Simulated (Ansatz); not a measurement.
Computed with DFT PBE, scalar-relativistic, plane waves, PAW (Ansatz 0.2.0). All cells share a 420 eV cutoff and Γ-centred k meshes spaced about 0.3 Å⁻¹ or finer (0.25 for metals, 2π included). No spin polarisation in the final relaxations.

These are static total energies at zero pressure. All come from trial cells, and lower structures may exist.

Problem. Order these relaxed structures of Sc4BP3 by energy, lowest first, with the energy over the lowest of them.
1.

```cif
data_structure
_symmetry_space_group_name_H-M 'P4/mmm'
_symmetry_Int_Tables_number 123
_cell_length_a 3.7035
_cell_length_b 3.7035
_cell_length_c 10.4311
_cell_angle_alpha 90.000
_cell_angle_beta 90.000
_cell_angle_gamma 90.000
_cell_volume 143.07
loop_
_atom_site_label
_atom_site_type_symbol
_atom_site_symmetry_multiplicity
_atom_site_Wyckoff_symbol
_atom_site_fract_x
_atom_site_fract_y
_atom_site_fract_z
_atom_site_occupancy
Sc1 Sc 2 g 0.00000 0.00000 0.75662 1
Sc2 Sc 1 c 0.50000 0.50000 0.00000 1
Sc3 Sc 1 d 0.50000 0.50000 0.50000 1
B1 B 1 a 0.00000 0.00000 0.00000 1
P1 P 1 b 0.00000 0.00000 0.50000 1
P2 P 2 h 0.50000 0.50000 0.75248 1
```

2.

```cif
data_structure
_symmetry_space_group_name_H-M 'P-3m1'
_symmetry_Int_Tables_number 164
_cell_length_a 3.6261
_cell_length_b 3.6261
_cell_length_c 12.7145
_cell_angle_alpha 90.000
_cell_angle_beta 90.000
_cell_angle_gamma 120.000
_cell_volume 144.78
loop_
_atom_site_label
_atom_site_type_symbol
_atom_site_symmetry_multiplicity
_atom_site_Wyckoff_symbol
_atom_site_fract_x
_atom_site_fract_y
_atom_site_fract_z
_atom_site_occupancy
Sc1 Sc 2 d 0.33333 0.66667 0.37575 1
Sc2 Sc 2 d 0.33333 0.66667 0.11439 1
B1 B 1 a 0.00000 0.00000 0.00000 1
P1 P 2 d 0.66667 0.33333 0.24681 1
P2 P 1 b 0.00000 0.00000 0.50000 1
```

3.

```cif
data_structure
_symmetry_space_group_name_H-M 'P2/m'
_symmetry_Int_Tables_number 10
_cell_length_a 5.4042
_cell_length_b 3.8555
_cell_length_c 6.7057
_cell_angle_alpha 90.000
_cell_angle_beta 90.246
_cell_angle_gamma 90.000
_cell_volume 139.72
loop_
_atom_site_label
_atom_site_type_symbol
_atom_site_symmetry_multiplicity
_atom_site_Wyckoff_symbol
_atom_site_fract_x
_atom_site_fract_y
_atom_site_fract_z
_atom_site_occupancy
Sc1 Sc 2 m 0.25740 0.00000 0.68016 1
Sc2 Sc 2 n 0.73028 0.50000 0.84660 1
B1 B 1 d 0.50000 0.00000 0.00000 1
P1 P 1 a 0.00000 0.00000 0.00000 1
P2 P 1 h 0.50000 0.50000 0.50000 1
P3 P 1 f 0.00000 0.50000 0.50000 1
```

Solution. 3 (0 meV/atom), 1 (23 meV/atom), 2 (62 meV/atom). Forms: 3 P2/m; 1 P4/mmm; 2 P-3m1. Counting B or P atoms around Sc (for each partner element, those within 1.25 times its shortest distance or 1.15 times the sum of covalent radii, where it is the nearest in units of that sum or under 1.3): cell 3 has Sc 6; cell 1 has Sc 6; cell 2 has Sc 6.

With atoms moved at random, P2/m (by 18 meV/atom) fell into a lower structure; P4/mmm came back. Without a clear test, and held by symmetry: P-3m1.

Some candidate types were left out of the draw beforehand, so a known form may be missing.
